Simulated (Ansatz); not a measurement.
## Ansatz 0.2.0, relaxation: Nb4HgSe8

Launch command:

```bash
ansatz run input.yaml --threads 2 --pin off --max-ram 3584MiB --backend cpu --events-out ev --progress --plain --runs-dir out
```

input.yaml:

```yaml
crystal:
  lattice:
    - [0.0, 5.34188, 5.34188]
    - [5.34188, 0.0, 5.34188]
    - [5.34188, 5.34188, 0.0]
  atoms:
    - { symbol: Nb, position: [0.3969, 0.3969, 0.3969] }
    - { symbol: Nb, position: [0.8093, 0.3969, 0.3969] }
    - { symbol: Nb, position: [0.3969, 0.3969, 0.8093] }
    - { symbol: Nb, position: [0.3969, 0.8093, 0.3969] }
    - { symbol: Se, position: [0.6357, 0.6357, 0.6357] }
    - { symbol: Se, position: [0.0929, 0.6357, 0.6357] }
    - { symbol: Se, position: [0.6357, 0.6357, 0.0929] }
    - { symbol: Se, position: [0.6357, 0.0929, 0.6357] }
    - { symbol: Se, position: [0.1344, 0.1344, 0.1344] }
    - { symbol: Se, position: [0.5968, 0.1344, 0.1344] }
    - { symbol: Se, position: [0.1344, 0.1344, 0.5968] }
    - { symbol: Se, position: [0.1344, 0.5968, 0.1344] }
    - { symbol: Hg, position: [0.0, 0.0, 0.0] }
  symmetry: { tolerance: 0.0003 }
kpoints:
  mp_grid: { grid: [6, 6, 6], shift: [0, 0, 0] }
magnetization:
  spin_polarized: false
scf:
  occupations: { method: fermi_dirac }
  lower_state_search: "off"
hamiltonian:
  pseudopotentials: { kind: paw }
  xc: r2scan
basis:
  ecutwfc: 500
  fft_grid_basis: typed
relax:
  max_steps: 40
  cell: { p_target: 20.0 }
output:
  forces: true
  stress: true
  eigenvalues: true
  bader: true
  populations: true
  elf: true
  write_potential: true
  volumetric_format: npy
  dos:
    e_range: [-12, 8]
    de: 0.05
    projected: { site_lists: { Hg: [Hg], Nb: [Nb], Se: [Se] } }
checkpoint:
  read: saved_state
```

Origin of the cell: a known structure type with other elements, at an estimated volume, so it need not be a known compound.

The smearing width isn't typed, so it takes its default of 0.1 eV.

The saved state is a converged single point of the same cell.

Excerpt of the output:

```
SCF iter   1: F=-75918.019895 eV  HF=-75918.018129 eV  Δρ=8.27e-4  dr2=1.25e-3  dr2_τ=6.91e-4
SCF iter   2: F=-75918.019671 eV  HF=-75918.020744 eV  Δρ=4.11e-4  dr2=1.18e-3  dr2_τ=7.10e-5
SCF iter   3: F=-75918.020382 eV  HF=-75918.020464 eV  Δρ=1.32e-4  dr2=1.17e-4  dr2_τ=8.88e-6
SCF iter   4: F=-75918.020469 eV  HF=-75918.020472 eV  Δρ=3.66e-5  dr2=6.94e-6  dr2_τ=6.71e-7
SCF iter   5: F=-75918.020357 eV  HF=-75918.020357 eV  Δρ=1.31e-5  dr2=5.84e-7  dr2_τ=1.03e-7
SCF iter   6: F=-75918.020357 eV  HF=-75918.020357 eV  Δρ=3.83e-6  dr2=3.81e-8  dr2_τ=4.23e-9
relax step   1: F+E_penalty+E_count = -75918.020357 eV  Δ(F+E_penalty+E_count) = +0.000e0 eV  max|allowed force component| = 1.083e0 eV/Å  Δτ_max = 0.0000 Å  P = -2.998 GPa  Ω = 304.868 Å³  ( […]
relax step   2: F+E_penalty+E_count = -75917.113424 eV  Δ(F+E_penalty+E_count) = +9.069e-1 eV  max|allowed force component| = 7.504e-1 eV/Å  Δτ_max = 0.1080 Å  P = +16.028 GPa  Ω = 262.441 Å³ […]
relax step   3: F+E_penalty+E_count = -75914.253169 eV  Δ(F+E_penalty+E_count) = +2.860e0 eV  max|allowed force component| = 1.189e0 eV/Å  Δτ_max = 0.1944 Å  P = +25.028 GPa  Ω = 241.474 Å³ […]
relax step   4: F+E_penalty+E_count = -75916.194544 eV  Δ(F+E_penalty+E_count) = +9.189e-1 eV  max|allowed force component| = 1.174e-1 eV/Å  Δτ_max = 0.0837 Å  P = +19.825 GPa  Ω = 252.009 Å³ […]
relax step   5: F+E_penalty+E_count = -75916.095402 eV  Δ(F+E_penalty+E_count) = +9.914e-2 eV  max|allowed force component| = 1.874e-2 eV/Å  Δτ_max = 0.0134 Å  P = +19.930 GPa  Ω = 251.166 Å³ […]
relax step   6: F+E_penalty+E_count = -75916.092510 eV  Δ(F+E_penalty+E_count) = +2.892e-3 eV  max|allowed force component| = 7.369e-3 eV/Å  Δτ_max = 0.0017 Å  P = +19.998 GPa  Ω = 251.142 Å³ […]
relax step   7: F+E_penalty+E_count = -75916.083413 eV  Δ(F+E_penalty+E_count) = +9.097e-3 eV  max|allowed force component| = 7.529e-3 eV/Å  Δτ_max = 0.0000 Å  P = +19.985 GPa  Ω = 251.142 Å³  stress off target by 1.55e-2 GPa […]
SCF 7 converged in 7 iterations: F = -75916.083413 eV  dr2 = 4.50e-12
basis re-selected at this cell: Δ(F+E_penalty+E_count) = +9.097e-3 eV, ΔP = -0.013 GPa vs the last step (what re-selecting the basis moved, of the pressure what is left beyond the Pulay corre […]
SCF converged after 7 iterations
Free energy (F): -75916.083413 eV
Harris-Foulkes:  -75916.083413 eV  (|F-HF|=2.91e-11)
Internal energy: -75916.001032 eV  (E = F + TS)
E sigma→0 (E₀):  -75916.042223 eV
Entropy (-TS):   -0.082381 eV (-6.337 meV/atom)
Fermi energy:    13.642426 eV
--- Per-component energies (eV) ---
  E_band       = -3479.454566
  E_kinetic    = 3173.614413
  E_local      = -23473.115299  (includes V_loc(G=0)·N_el)
  E_nonlocal   = -4215.863995
  E_hartree    = 11127.051333
  E_xc         = -1693.794939
  E_vxc        = -2109.246887  (∫ρ·V_xc dr)
  E_paw        = -37728.595009  (= ΣΔE_a)
  E_vpaw       = 770.806683  (= ΣTr[D̂ρ^β])
  E_aug_tail   = -0.001282  (compensation charges beyond the density's cutoff)
  E_vtau       = 120.249179  (kinetic-family band-sum trace: ∫τ·v_τ [+ j·A + Jᵃ·Aᵃ] dr)
  E_ewald      = -23090.259441
  E_core_change = -15.036813  (= ΣΔE_core)
  E_smearing   = -0.082381  (= −TS)
  Σ components = -75916.083413   (vs F -75916.083413, Δ=0.00e0)
--- Forces (eV/Å), atoms counted from 1 ---
  atom   1  Nb     0.007529     0.007529     0.007529
  atom   2  Nb     0.007529    -0.007529    -0.007529
  atom   3  Nb    -0.007529    -0.007529     0.007529
  atom   4  Nb    -0.007529     0.007529    -0.007529
  atom   5  Se    -0.001183    -0.001183    -0.001183
  atom   6  Se    -0.001183     0.001183     0.001183
  atom   7  Se     0.001183     0.001183    -0.001183
  atom   8  Se     0.001183    -0.001183     0.001183
  atom   9  Se    -0.000704    -0.000704    -0.000704
  atom  10  Se    -0.000704     0.000704     0.000704
  atom  11  Se     0.000704     0.000704    -0.000704
  atom  12  Se     0.000704    -0.000704     0.000704
  atom  13  Hg    -0.000000    -0.000000    -0.000000
  max |Σ_I F_I| component: 6.09e-17 eV/Å
--- Stress (GPa, compression-positive) ---
       19.984547       0.000000       0.000000
        0.000000      19.984547       0.000000
        0.000000       0.000000      19.984547
  P = ⅓ Tr σ = 19.9845 GPa (199.845 kbar)
--- Relaxed structure (6 steps of the walk, 5 accepted, 1 SCFs on fresh bases) ---
  F+E_penalty+E_count = -75916.083413 eV   max|allowed force component| = 7.529e-3 eV/Å   (the final SCF, on the basis selected at the relaxed cell)
  cell:  # Å, volume = 251.1417 Å³
    - [0.0, 5.007600, 5.007600]
    - [5.007600, 0.0, 5.007600]
    - [5.007600, 5.007600, 0.0]
  atoms:
    - { symbol: Nb, position: [0.395696, 0.395696, 0.395696] }
    - { symbol: Nb, position: [0.812913, 0.395696, 0.395696] }
    - { symbol: Nb, position: [0.395696, 0.395696, 0.812913] }
    - { symbol: Nb, position: [0.395696, 0.812913, 0.395696] }
    - { symbol: Se, position: [0.640191, 0.640191, 0.640191] }
    - { symbol: Se, position: [0.079428, 0.640191, 0.640191] }
    - { symbol: Se, position: [0.640191, 0.640191, 0.079428] }
    - { symbol: Se, position: [0.640191, 0.079428, 0.640191] }
    - { symbol: Se, position: [0.140098, 0.140098, 0.140098] }
    - { symbol: Se, position: [0.579705, 0.140098, 0.140098] }
    - { symbol: Se, position: [0.140098, 0.140098, 0.579705] }
    - { symbol: Se, position: [0.140098, 0.579705, 0.140098] }
    - { symbol: Hg, position: [5.210e-19, -3.805e-19, 0.0] }
--- Löwdin populations: 13 sites ---
  site symbol       q [e]
     0     Nb     12.6694
     1     Nb     12.6694
     2     Nb     12.6694
     3     Nb     12.6694
     4     Se     16.0811
     5     Se     16.0811
     6     Se     16.0811
     7     Se     16.0811
     8     Se     16.3508
     9     Se     16.3508
    10     Se     16.3508
    11     Se     16.3508
    12     Hg     18.8052
  spilling = 0.003948 (of n_electrons = 200.000000)
--- Bader charges: 13 sites ---
  site symbol  charge [e]  shift [e]
     0     Nb      1.4269     0.0017
     1     Nb      1.4269     0.0017
     2     Nb      1.4269     0.0017
     3     Nb      1.4269     0.0017
     4     Se     -0.7902     0.0011
     5     Se     -0.7902     0.0011
     6     Se     -0.7902     0.0011
     7     Se     -0.7902     0.0011
     8     Se     -0.7297     0.0026
     9     Se     -0.7297     0.0026
    10     Se     -0.7297     0.0026
    11     Se     -0.7297     0.0026
    12     Hg      0.3718     0.0082
  estimated error of the sums over rays = 5.4e-4 e
```

The starting structure.

Space group F-43m (No. 216); the run's cell has a = 7.555 Å, b = 7.555 Å, c = 7.555 Å, α = 60.00°, β = 60.00°, γ = 60.00°. Shortest distances: Hg–Se 2.49 Å, Nb–Se 2.60 Å, Nb–Nb 3.12 Å, Se–Se 3.45 Å.

The relaxed structure.

Space group F-43m (No. 216); the run's cell has a = 7.082 Å, b = 7.082 Å, c = 7.082 Å, α = 60.00°, β = 60.00°, γ = 60.00°. Shortest distances: Hg–Se 2.43 Å, Nb–Se 2.50 Å, Nb–Nb 2.95 Å, Se–Se 3.11 Å.

```
Enthalpy lowered by     : 366.9 meV/atom
Volume change           : -17.62 %
Final pressure          : 19.98 GPa
Relaxation steps listed : 7
```

Caveats: no moments, though an odd count or open d shells may carry them; no spin-orbit coupling, though heavy elements are present; the relaxation held the start's symmetry, so the end may be a saddle point.

Time: 10 min on 2 threads of Arm Neoverse V1 (shared host), peak memory 1.7 GiB, from a saved density.
